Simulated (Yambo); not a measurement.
Yambo run on NaH (rock salt, space group Fm-3m, No. 225). The wavefunctions come from this Quantum ESPRESSO step (PBEsol, PseudoDojo standard norm-conserving files, scalar-relativistic):

```
&CONTROL
  calculation = 'nscf'
  pseudo_dir = './pseudo'
  outdir = './out'
/
&SYSTEM
  ibrav = 0
  nat = 2
  ntyp = 2
  ecutwfc = 88.0
  ecutrho = 352.0
  occupations = 'fixed'
  force_symmorphic = .true.
  nbnd = 102
/
&ELECTRONS
  conv_thr = 2e-09
  diago_full_acc = .true.
  diago_thr_init = 1e-08
/
ATOMIC_SPECIES
H 1.0080 H.upf
Na 22.9898 Na.upf
CELL_PARAMETERS angstrom
  0.000000000000   2.386420000000   2.386420000000
  2.386420000000   0.000000000000   2.386420000000
  2.386420000000   2.386420000000   0.000000000000
ATOMIC_POSITIONS crystal
H   0.500000000000   0.500000000000   0.500000000000
Na   0.000000000000   0.000000000000   0.000000000000
K_POINTS automatic
6 6 6 0 0 0
```

Yambo input:

```
rim_cut
gw0
dyson
el_el_corr
HF_and_locXC
ppa
em1d
RandQpts= 1000000
RandGvec= 1 Ry
EXXRLvcs= 88 Ry
VXCRLvcs= 352 Ry
Chimod= "HARTREE"
% BndsRnXp
 2 | 101 |
%
NGsBlkXp= 14 Ry
% LongDrXp
 1.0 | 1.0 | 1.0 |
%
PPAPntXp= 27.2114 eV
% GbndRnge
 1 | 101 |
%
GTermKind= "BG"
DysSolver= "n"
ExtendOut
% QPkrange
 1 | 1 | 5 | 6 |
 4 | 4 | 5 | 6 |
 13 | 13 | 5 | 6 |
 16 | 16 | 5 | 6 |
%
```

k points by index: 1 = Γ, 4 = L, 13 = X, 16 = (0.167, -0.5, -0.333).

The o-*.qp file then holds:

```
#    K-point    Band    Eo [eV]    E [eV]    E-Eo [eV]    Vxc [eV]    Vnlxc [eV]    Sc|Eo [eV]    Sc|E [eV]    dSc/dw|Eo [eV]    Re(Z)    Im(Z)
#
    1    5    -3.773544    -6.205937    -2.432393    -8.891577    -13.90992    2.510049    2.585945    -0.467926    0.967415    0.123162
    1    6    10.79546    11.48529    0.689834    -10.64300    -4.970049    -4.782130    -4.983120    -7.917766    0.774555    -0.006511
    4    5    -0.871157    -2.677566    -1.806409    -10.24205    -14.15272    1.475372    2.104265    -6.391053    0.746966    0.216652
    4    6    3.676986    4.340842    0.663856    -7.483255    -3.567960    -3.119152    -3.251439    -5.421341    0.833866    -0.001302
    13    5    -0.139891    -2.051164    -1.911273    -10.21391    -13.85029    1.270836    1.725107    -6.467652    0.807946    0.003619
    13    6    4.527791    5.205827    0.678036    -7.961864    -3.924706    -3.145766    -3.359122    -8.559905    0.760580    -0.009742
    16    5    0.000000    -1.892454    -1.892454    -10.38896    -13.99422    1.247629    1.712812    -6.688910    0.802688    0.489153E-3
    16    6    5.156312    5.944062    0.787750    -7.849686    -3.638764    -3.291212    -3.423172    -4.508340    0.856144    0.038441
```
(The two width columns are left out.) Convergence of these settings isn't established.

Geometry of the Materials Project entry, not relaxed at this level.
